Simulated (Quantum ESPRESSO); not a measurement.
Mo4RuPdGaOs, different elements on one site, starting from this cell

Computed values, not a measurement. The program is pw.x of Quantum ESPRESSO 7.5 (plane-wave density functional theory). The cell is made up: eight metal atoms on a hexagonal close-packed lattice, with elements, volume, strain and displacements drawn at random and not relaxed, so it may be unstable or far from any real phase. PseudoDojo standard norm-conserving files set the functional (PBE unless stated); there is no spin polarisation or spin-orbit coupling, the Fermi-Dirac width of 0.25 eV means electrons at about 2900 K, and the masses in the input are unused placeholders. Heavy elements are run without spin-orbit coupling, which real alloys of them have. A spin test at this wide smearing found no moment, but such smearing suppresses magnetism that the real alloy may have.

The runs put different elements on site 4. Cell, positions, cutoff, mesh and smearing stay as in the input of run 1; sites are counted in its order. Stress in the tables is positive in tension.

Input of run 1:

```
&control calculation='scf', pseudo_dir='./dojo.nc.sr.pbe.v0_5.standard.upf', outdir='./o', disk_io='minimal', tprnfor=.true., tstress=.true. /
&system ibrav=0, nat=8, ntyp=5, nbnd=77, ecutwfc=84.00895049, nosym=.true., tot_charge=0,
 occupations='smearing', smearing='fd', degauss=0.0183746611
/
&electrons conv_thr=1.470e-08, electron_maxstep=70, mixing_beta=0.5 /
ATOMIC_SPECIES
Ga 1.0 Ga.upf
Mo 1.0 Mo.upf
Os 1.0 Os.upf
Pd 1.0 Pd.upf
Ru 1.0 Ru.upf
CELL_PARAMETERS angstrom
2.8375 0.0108 4.6172
2.8091 -0.089 -4.6
-2.891 4.7921 0.0437
ATOMIC_POSITIONS angstrom
Mo 0.008 0.0443 0.015
Mo -1.4788 2.5114 0.1266
Ru 2.8553 1.4734 -2.2447
Pd 1.3566 4.0257 -2.1064
Ga 2.807 0.0091 0.0189
Mo 1.3418 2.3727 -0.0467
Mo 2.9065 1.5682 2.3765
Os 1.2297 4.0124 2.3343
K_POINTS automatic
6 6 5 1 1 1
```

| run | elements on sites 1 to 8 | -TS (eV) | pressure (GPa) | stress xx (GPa) | stress yy (GPa) | stress zz (GPa) | stress yz (GPa) | stress xz (GPa) | stress xy (GPa) | iterations |
| --- | --- | --- | --- | --- | --- | --- | --- | --- | --- | --- |
| 1 | Mo Mo Ru Pd Ga Mo Mo Os | -1.651 | -2.05 | 3.44 | -1.73 | 4.43 | 0.77 | 0.27 | -4.36 | 18 |
| 2 | Mo Mo Ru Nb Ga Mo Mo Os | -1.680 | 4.76 | -2.83 | -7.10 | -4.35 | 0.32 | -0.35 | -3.91 | 17 |
| 3 | Mo Mo Ru Hf Ga Mo Mo Os | -1.649 | 9.52 | -7.24 | -11.90 | -9.40 | 0.28 | 0.19 | -4.48 | 18 |
| 4 | Mo Mo Ru Mo Ga Mo Mo Os | -1.722 | 0.38 | 1.04 | -3.01 | 0.81 | 0.35 | -0.68 | -3.59 | 16 |
| 5 | Mo Mo Ru Al Ga Mo Mo Os | -1.604 | -2.20 | 3.95 | 0.25 | 2.41 | 0.03 | 2.40 | -4.46 | 17 |

Forces Fx Fy Fz (eV/Å):

```
site              run 1              run 2              run 3              run 4              run 5
   1    0.15 -0.22 1.06   -0.02 -0.50 1.31    0.05 -0.30 1.44   -0.04 -0.61 1.20   -0.12 -0.55 1.11
   2  -0.07 -0.32 -0.65  -0.21 -0.42 -1.22  -0.26 -0.56 -1.58  -0.15 -0.27 -0.82  -0.13 -0.27 -0.80
   3   -0.42 1.00 -0.13     0.09 0.86 0.06     0.01 1.16 0.06     0.11 0.65 0.00    0.35 0.46 -0.12
   4  -0.63 -0.74 -1.18  -0.67 -0.44 -1.61  -0.90 -0.56 -1.99  -0.53 -0.43 -1.24  -0.61 -0.41 -1.05
   5    0.07 0.10 -0.12    -0.06 0.25 0.17    -0.11 0.35 0.26     0.00 0.15 0.06    0.07 0.08 -0.04
   6     0.27 0.04 1.38     0.60 0.08 2.14    0.52 -0.31 2.64     0.60 0.40 1.63     0.21 0.28 1.42
   7   -0.34 0.22 -0.29   -0.58 0.92 -0.78   -0.36 0.94 -0.75   -0.71 0.80 -0.73   -0.12 0.60 -0.36
   8   0.97 -0.08 -0.08   0.86 -0.76 -0.07   1.04 -0.73 -0.08   0.72 -0.69 -0.10   0.35 -0.19 -0.16
```

Energies are left out, as each element's file has its own zero. A rerun of one cell of this series at a higher cutoff and on a denser mesh moved values by no more than 0.004 eV in energy, 0.02 GPa in stress and 0.004 eV/Å in force, and a second program with other atomic files agreed on that cell to 2 % rms in force and 0.5 GPa in pressure.